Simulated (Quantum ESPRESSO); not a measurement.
# GeSiGaPN2O: convergence and cost over cutoff and k mesh

Simulated, not a measurement. The program is pw.x of Quantum ESPRESSO 7.5 (plane-wave density functional theory). The cell is made up: 7 atoms on a wurtzite lattice with one site empty, with randomly drawn elements, strain and displacements, not relaxed. PseudoDojo standard norm-conserving files (v0.5 for PBE, v0.4.1 for LDA and PBEsol) set the functional; there is no spin polarisation, spin-orbit coupling or dispersion term, and the masses in the input are unused placeholders.

Input of the run in row 4:

```
&control calculation='scf', pseudo_dir='./dojo.nc.sr.pbe.v0_5.standard.upf', outdir='./o', disk_io='medium', tprnfor=.true., tstress=.true. /
&system ibrav=0, nat=7, ntyp=6, nbnd=32, ecutwfc=84.00895049, nosym=.true., tot_charge=0,
 occupations='smearing', smearing='fd', degauss=0.0018374661
/
&electrons conv_thr=7.350e-09, electron_maxstep=60, /
ATOMIC_SPECIES
Ga 1.0 Ga.upf
Ge 1.0 Ge.upf
N 1.0 N.upf
O 1.0 O.upf
P 1.0 P.upf
Si 1.0 Si.upf
CELL_PARAMETERS angstrom
3.3286 0.0358 0.0126
0.0619 5.7758 -0.0547
0.0206 -0.0516 5.4761
ATOMIC_POSITIONS angstrom
Ge 1.5471 2.9244 -0.1674
Si 1.5558 0.9495 2.8144
Ga 0.0593 3.7233 2.8776
P 0.1177 -0.0009 1.9187
N 1.6795 2.8143 2.0224
O 1.6216 1.0314 4.76
N 0.0227 3.8202 4.7672
K_POINTS automatic
5 4 4 1 1 1
```

The same cell was run at these settings. Meshes are shifted by half a step, and differences are from the last row, which is itself not exact.

| cutoff (eV) | k mesh | k points solved | threshold (eV) | free energy less the last row's (eV) | pressure (GPa) | largest stress difference (GPa) | largest force difference (eV/Å) | iterations | wall time (s) | k-point pools | processor |
| --- | --- | --- | --- | --- | --- | --- | --- | --- | --- | --- | --- |
| 800 | 2 x 2 x 2 | 4 | 1e-04 | 0.754 | -33.21 | 32.66 | 0.213 | 8 | 8 | 4 | AMD EPYC, Zen 5 class |
| 1143 | 2 x 2 x 2 | 4 | 1e-07 | -1.031 | -6.58 | 6.07 | 0.213 | 12 | 38 | 1 | AMD EPYC, Zen 5 class |
| 808 | 5 x 4 x 4 | 40 | 1e-07 | 1.532 | -29.05 | 23.85 | 0.034 | 12 | 136 | 1 | AMD EPYC, Zen 5 class |
| 1143 | 5 x 4 x 4 | 40 | 1e-07 | -0.019 | -5.41 | 0.14 | 0.030 | 12 | 248 | 1 | AMD EPYC, Zen 5 class |
| 1437 | 7 x 6 x 6 | 126 | 1e-07 | 0.000 | -5.38 | 0.00 | 0.000 | 12 | 199 | 4 | Intel Xeon, 2023 or later |

Each pool is one process. Wall times include start-up and a band step at six k points, which weighs most on the coarsest meshes. The runs were on shared virtual cores whose load varied, so times are rough.